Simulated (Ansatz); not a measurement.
An Ansatz (a program for electronic structure) run. Input:

Ansatz 0.2 input:
```yaml
crystal:
  lattice:
    - [2.8219887662, 0.0, 0.0]
    - [0.0, 2.8219887662, 0.0]
    - [0.0, 0.0, 4.1594964347]
  atoms:
    - { symbol: Ta, position: [0.0, 0.0, 0.0] }
    - { symbol: Al, position: [0.5, 0.5, 0.5] }
kpoints:
  mp_grid: { grid: [14, 14, 10] }
hamiltonian:
  xc: r2scan
  pseudopotentials: { azcp: { folder: ./paw }, kind: paw }
scf:
  occupations: { method: gaussian, width: 0.1 }
checkpoint: { read: metal.run }
output: { write_density: true, elf: true, volumetric_format: npy }
basis: { fft_grid_basis: typed }
```

Output (shortened):

```
Pseudopotential: Ta, paw, valence charge 13
Pseudopotential: Al, paw, valence charge 3
Functional definition: r2SCAN
Crystal: 2 atoms, lattice volume = 33.125 Å³
Basis set: ecut = 500 eV, 831 PW (Γ), exchange–correlation on 96×96×128 points (64 copies of the dense FFT grid, shifted against one another)
Bands: 16, of which v1, the nominal top of the filled ones, is band 8 counted from 1 (7 counted from 0)
Symmetry: 16 space group operations
Space group: P4/mmm (ITA 123), of the structure as read, at distance tolerance 3.2e-5 Å
k-points: 216 of 1960
Stability of the state it starts from, as read at its close in the unpolarized treatment …
iter 1 solved again at ethr=4.90e-9 eV; its pass at ethr=3.10e-3 eV (dr2=7.85e-7 eV) is discarded
SCF iter   1: F=—  HF=-10486.139959 eV  |F-HF|=—  |Δ(HF+E_count)|=         —  Δρ=6.31e-7  dr2=8.30e-11  dr2_τ=1.81e-11  ethr=4.90e-9  ⟨swp⟩=3.3  Hψ=26936  notcnv=0
preconditioner: auto → none
SCF iter   2: F=-10486.139959 eV  HF=-10486.139959 eV  |F-HF|=9.09e-12  |Δ(HF+E_count)|=   7.28e-9  Δρ=2.81e-7  dr2=1.03e-11  dr2_τ=2.14e-12  ethr=1.00e-12  ⟨swp⟩=5.4  Hψ=11581  notcnv=0
SCF 1 converged in 2 iterations: F = -10486.139959 eV  dr2 = 1.03e-11
SCF converged after 2 iterations
Free energy (F): -10486.139959 eV
Harris-Foulkes:  -10486.139959 eV  (|F-HF|=9.09e-12)
Internal energy: -10486.135251 eV  (E = F + TS)
E sigma→0 (E₀):  -10486.137605 eV
Entropy (-TS):   -0.004708 eV (-2.354 meV/atom)
Fermi energy:    14.243400 eV
--- Per-component energies (eV) ---
  E_band       = -152.381278
  E_kinetic    = 418.725960
  E_local      = -848.853866  (includes V_loc(G=0)·N_el)
  E_nonlocal   = -0.922065
  E_hartree    = 332.173561
  E_xc         = -341.198741
  E_vxc        = -292.174721  (∫ρ·V_xc dr)
  E_paw        = -8807.850340  (= ΣΔE_a)
  E_vpaw       = -107.742992  (= ΣTr[D̂ρ^β])
  E_aug_tail   = 0.000060  (compensation charges beyond the density's cutoff)
  E_vtau       = 14.239264  (kinetic-family band-sum trace: ∫τ·v_τ [+ j·A + Jᵃ·Aᵃ] dr)
  E_ewald      = -1237.393174
  E_core_change = -0.816646  (= ΣΔE_core)
  E_smearing   = -0.004708  (= −TS)
  E_closure    = 0.000000  (closes the sum)
  Σ components = -10486.139959   (vs F -10486.139959, Δ=0.00e0)
  [band-id]    e_kinetic+e_local+e_nonlocal+2·e_hartree+e_vxc+e_vpaw+e_augmentation_tail+e_vtau = -152.381239   (vs E_band -152.381278, Δ=3.90e-5)
--- Band table (eV; the first three rows and the last of 216) ---
  k-point 0: bands = ["-55.3186", "-21.3620", "-20.6606", "-20.6606", "3.5668", "10.3149", "11.4574", "13.2516", "17.2858", "17.2858", "19.9545", "22.0785", "22.7437", "22.7437", "23.7640", "28.6247"]
  k-point 1: bands = ["-55.3186", "-21.3646", "-20.6605", "-20.6605", "3.6850", "10.0428", "11.4742", "13.3344", "17.1977", "17.1977", "19.9579", "22.2597", "22.9849", "22.9849", "23.4748", "28.3665"]
  k-point 2: bands = ["-55.3185", "-21.3714", "-20.6603", "-20.6603", "4.0334", "9.3369", "11.5188", "13.5333", "16.9883", "16.9883", "19.9671", "22.6186", "22.8597", "23.6494", "23.6494", "28.0087"]
  k-point 215: bands = ["-55.1866", "-21.5069", "-21.5069", "-21.1503", "9.6995", "10.5698", "10.5698", "15.5172", "16.6523", "16.7592", "18.7192", "18.7192", "20.9236", "20.9236", "22.0722", "25.4409"]
```

Cost: about 11 core-seconds (a rough figure) on shared cores.

The start of the workflow was typed in or built on a structure type; neither database checked (COD, Materials Project) lists it. Whether it is the stable phase at ambient conditions was not checked. The cell was relaxed with r²SCAN under the symmetry of its start; its stability against distortions is not shown here. The run is not spin-polarised. Spin–orbit coupling is left out wherever it is not named.

Potentials: the earlier of the program's two PAW sets.

Ansatz is a plane-wave DFT program.
